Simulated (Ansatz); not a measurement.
An Ansatz (a first-principles code) run. Input:

Ansatz 0.2 input:
```yaml
crystal:
  lattice:
    - [2.4873546198, 0.0, 0.0]
    - [-1.2436773099, 2.154112289, 0.0]
    - [0.0, 0.0, 6.5360068472]
  atoms:
    - { symbol: B, position: [0.0, 0.0, 0.75] }
    - { symbol: B, position: [0.0, 0.0, 0.25] }
    - { symbol: N, position: [0.6666666667, 0.3333333333, 0.25] }
    - { symbol: N, position: [0.3333333333, 0.6666666667, 0.75] }
kpoints:
  mp_grid: { grid: [13, 13, 5] }
hamiltonian:
  xc: lda
  pseudopotentials: { azcp: { folder: ./paw }, kind: paw }
scf:
  occupations: { method: fixed }
elastic: { mode: relaxed_ion, stencil: two_point, amplitude: 0.005, f_tol: 0.0005 }
```

Output (shortened):

```
Pseudopotential: B, paw, valence charge 3
Pseudopotential: N, paw, valence charge 5
Functional definition: SPW92
Crystal: 4 atoms, lattice volume = 35.020 Å³
Basis set: ecut = 420 eV, 663 PW (Γ)
Bands: 12, of which v1, the nominal top of the filled ones, is band 8 counted from 1 (7 counted from 0)
Symmetry: 24 space group operations
Space group: P63/mmc (ITA 194), of the structure as read, at distance tolerance 3.3e-5 Å
k-points: 63 of 845
SCF 1 converged in 10 iterations: F = -1052.697448 eV  dr2 = 1.64e-14
Crystal: 4 atoms, lattice volume = 34.845 Å³
Basis set: ecut = 420 eV, 655 PW (Γ)
Symmetry: 8 space group operations
k-points: 147 of 845
SCF 2 converged in 8 iterations: F = -1052.694828 eV  dr2 = 1.58e-14
relax step   1: F+E_penalty+E_count = -1052.69482772 eV  Δ(F+E_penalty+E_count) = +0.000e0 eV  max|allowed force component| = 7.124e-2 eV/Å  Δτ_max = 0.0000 Å  (8 SCF iters, accepted)
Crystal: 4 atoms, lattice volume = 34.845 Å³
SCF 3 converged in 7 iterations: F = -1052.694900 eV  dr2 = 6.98e-14
relax step   2: F+E_penalty+E_count = -1052.69489996 eV  Δ(F+E_penalty+E_count) = -7.224e-5 eV  max|allowed force component| = 4.453e-2 eV/Å  Δτ_max = 0.0023 Å  (7 SCF iters, accepted)
Crystal: 4 atoms, lattice volume = 34.845 Å³
SCF 4 converged in 8 iterations: F = -1052.694946 eV  dr2 = 2.13e-15
relax step   3: F+E_penalty+E_count = -1052.69494610 eV  Δ(F+E_penalty+E_count) = -4.614e-5 eV  max|allowed force component| = 1.076e-4 eV/Å  Δτ_max = 0.0037 Å  (8 SCF iters, accepted)
Crystal: 4 atoms, lattice volume = 34.845 Å³
SCF 5 converged in 2 iterations: F = -1052.694946 eV  dr2 = 3.23e-16
Crystal: 4 atoms, lattice volume = 35.195 Å³
Basis set: ecut = 420 eV, 683 PW (Γ)
SCF 6 converged in 8 iterations: F = -1052.694858 eV  dr2 = 1.47e-14
relax step   1: F+E_penalty+E_count = -1052.69485849 eV  Δ(F+E_penalty+E_count) = +0.000e0 eV  max|allowed force component| = 6.634e-2 eV/Å  Δτ_max = 0.0000 Å  (8 SCF iters, accepted)
Crystal: 4 atoms, lattice volume = 35.195 Å³
SCF 7 converged in 8 iterations: F = -1052.694964 eV  dr2 = 2.25e-15
relax step   2: F+E_penalty+E_count = -1052.69496435 eV  Δ(F+E_penalty+E_count) = -1.059e-4 eV  max|allowed force component| = 1.908e-3 eV/Å  Δτ_max = 0.0057 Å  (8 SCF iters, accepted)
Crystal: 4 atoms, lattice volume = 35.195 Å³
SCF 8 converged in 7 iterations: F = -1052.694964 eV  dr2 = 6.73e-15
relax step   3: F+E_penalty+E_count = -1052.69496445 eV  Δ(F+E_penalty+E_count) = -1.044e-7 eV  max|allowed force component| = 2.135e-5 eV/Å  Δτ_max = 0.0004 Å  (7 SCF iters, accepted)
Crystal: 4 atoms, lattice volume = 35.195 Å³
SCF 9 converged in 2 iterations: F = -1052.694964 eV  dr2 = 1.35e-15
Crystal: 4 atoms, lattice volume = 34.845 Å³
SCF 10 converged in 8 iterations: F = -1052.697397 eV  dr2 = 2.38e-15
Crystal: 4 atoms, lattice volume = 35.195 Å³
SCF 11 converged in 6 iterations: F = -1052.697289 eV  dr2 = 2.78e-15
Crystal: 4 atoms, lattice volume = 35.020 Å³
Basis set: ecut = 420 eV, 665 PW (Γ)
Symmetry: 4 space group operations
k-points: 231 of 845
SCF 12 converged in 9 iterations: F = -1052.697422 eV  dr2 = 3.71e-14
relax step   1: F+E_penalty+E_count = -1052.69742161 eV  Δ(F+E_penalty+E_count) = +0.000e0 eV  max|allowed force component| = 8.567e-5 eV/Å  Δτ_max = 0.0000 Å  (9 SCF iters, accepted)
Crystal: 4 atoms, lattice volume = 35.020 Å³
SCF 13 converged in 2 iterations: F = -1052.697422 eV  dr2 = 9.61e-15
Crystal: 4 atoms, lattice volume = 35.020 Å³
SCF 14 converged in 9 iterations: F = -1052.697422 eV  dr2 = 2.89e-15
relax step   1: F+E_penalty+E_count = -1052.69742161 eV  Δ(F+E_penalty+E_count) = +0.000e0 eV  max|allowed force component| = 8.565e-5 eV/Å  Δτ_max = 0.0000 Å  (9 SCF iters, accepted)
Crystal: 4 atoms, lattice volume = 35.020 Å³
SCF 15 converged in 2 iterations: F = -1052.697422 eV  dr2 = 4.46e-16
SCF converged after 10 iterations
Free energy (F): -1052.697448 eV
Harris-Foulkes:  -1052.697448 eV  (|F-HF|=2.27e-13)
Internal energy: -1052.697448 eV  (E = F + TS)
E sigma→0 (E₀):  -1052.697448 eV
Fermi energy:    4.745895 eV
--- Per-component energies (eV) ---
  E_band       = -38.142585
  E_kinetic    = 363.727768
  E_local      = -648.659530  (includes V_loc(G=0)·N_el)
  E_nonlocal   = 90.325944
  E_hartree    = 216.541062
  E_xc         = -182.137308
  E_vxc        = -225.831250  (∫ρ·V_xc dr)
  E_paw        = -384.103393  (= ΣΔE_a)
  E_vpaw       = -50.789439  (= ΣTr[D̂ρ^β])
  E_aug_tail   = 0.001796  (compensation charges beyond the density's cutoff)
  E_ewald      = -508.645544
  E_core_change = 0.251757  (= ΣΔE_core)
  E_smearing   =  0.000000  (= −TS)
  E_closure    = 0.000000  (closes the sum)
  Σ components = -1052.697448   (vs F -1052.697448, Δ=0.00e0)
--- Forces (eV/Å), atoms counted from 1 ---
  atom   1  B      0.00000000     0.00000000     0.00000000
  atom   2  B      0.00000000     0.00000000     0.00000000
  atom   3  N      0.00000000     0.00000000     0.00000000
  atom   4  N      0.00000000     0.00000000     0.00000000
  max |Σ_I F_I| component: 2.04e-16 eV/Å
--- Stress (GPa, compression-positive) ---
       -0.002242       0.000000       0.000000
        0.000000      -0.002242       0.000000
        0.000000       0.000000      -0.022250
  P = ⅓ Tr σ = -0.0089 GPa (-0.089 kbar)
--- Band table (eV; the first three rows and the last of 63) ---
  k-point 0: bands = ["-12.9959", "-12.6478", "-1.7563", "0.5847", "3.4278", "3.4278", "3.4332", "3.4332", "9.7483", "14.9034", "16.4020", "16.4020"]
  k-point 1: bands = ["-12.9648", "-12.6834", "-1.5734", "0.2993", "3.4284", "3.4284", "3.4327", "3.4327", "10.2396", "14.3560", "16.4046", "16.4046"]
  k-point 2: bands = ["-12.8815", "-12.7742", "-1.0660", "-0.3624", "3.4298", "3.4298", "3.4314", "3.4314", "11.4858", "13.0290", "16.4117", "16.4117"]
  k-point 62: bands = ["-9.1125", "-9.0973", "-3.3665", "-3.3647", "-2.2072", "-2.1219", "4.5595", "4.6619", "8.9880", "9.6925", "16.7208", "16.7347"]
--- Elastic constants: 3 strain directions × 2 members + reference (group order 24) ---
  dense FFT box of the reference and of every strained cell: 18×18×45
  strains applied: 11, 33, 23; error gains …
  C = ∂σ_k/∂η_j (tension-positive GPa; Voigt order 11 22 33 23 13 12):
       917.142    222.037     -1.712      0.000      0.000      0.000
       222.037    917.142     -1.712      0.000      0.000      0.000
        -1.708     -1.708     27.743      0.000      0.000      0.000
         0.000      0.000      0.000      3.983      0.000      0.000
         0.000      0.000      0.000      0.000      3.983      0.000
         0.000      0.000      0.000      0.000      0.000    347.552
  reference stress σ⁰ (GPa):      0.002      0.002      0.022      0.000      0.000      0.000
  moduli (Voigt/Reuss/Hill, GPa): K = 255.47/26.30/140.89   G = 180.66/8.99/94.83   E = 232.35   ν = 0.225
  mechanically stable: yes (min eigenvalue of sym C = 3.98 GPa)
  strain η (Voigt 11):  stress-route row diagonal C_11 = 917.14 GPa, energy-path curvature d²(F+E_count+ΔE)/dδ²/Ω₀ = 916.86 GPa
         δ    σ_11 (GPa)             F (eV)   n_scf  n_hpsi   n_pw
    -5.000e-3      -4.6434       -1052.6949461       2   17120    695   relax 3 steps, max|allowed force component| 1.08e-4 eV/Å
     5.000e-3       4.5280       -1052.6949645       2   17127    704   relax 3 steps, max|allowed force component| 2.14e-5 eV/Å
  strain η (Voigt 33):  stress-route row diagonal C_33 = 27.74 GPa, energy-path curvature d²(F+E_count+ΔE)/dδ²/Ω₀ = 27.74 GPa
         δ    σ_33 (GPa)             F (eV)   n_scf  n_hpsi   n_pw
    -5.000e-3      -0.1203       -1052.6973971       8   15157    695   relax 0 steps, max|allowed force component| 5.94e-16 eV/Å
     5.000e-3       0.1571       -1052.6972890       6   12696    702   relax 0 steps, max|allowed force component| 5.94e-16 eV/Å
  strain η (Voigt 23):  stress-route row diagonal C_44 = 3.98 GPa, energy-path curvature d²(F+E_count+ΔE)/dδ²/Ω₀ = 3.79 GPa
         δ    σ_23 (GPa)             F (eV)   n_scf  n_hpsi   n_pw
    -5.000e-3      -0.0199       -1052.6974216       2   26952    698   relax 1 steps, max|allowed force component| 8.57e-5 eV/Å
     5.000e-3       0.0199       -1052.6974216       2   26861    698   relax 1 steps, max|allowed force component| 8.56e-5 eV/Å
```

Cost: about 50 core-seconds (a rough figure) on shared cores.

Space group P6_3/mmc. The workflow started from a Materials Project entry (that database holds measured and hypothetical structures alike). Its sites differ from those of the usual phase in this space group: another stacking or structure type. Symmetry was held in the LDA relaxation; phonons on a q-mesh show no instability. A crystal of weakly bound layers computed without a dispersion correction: the cell and the soft elastic constants depend strongly on that.

Potentials: the earlier of the program's two PAW sets.

Ansatz is a plane-wave DFT program.
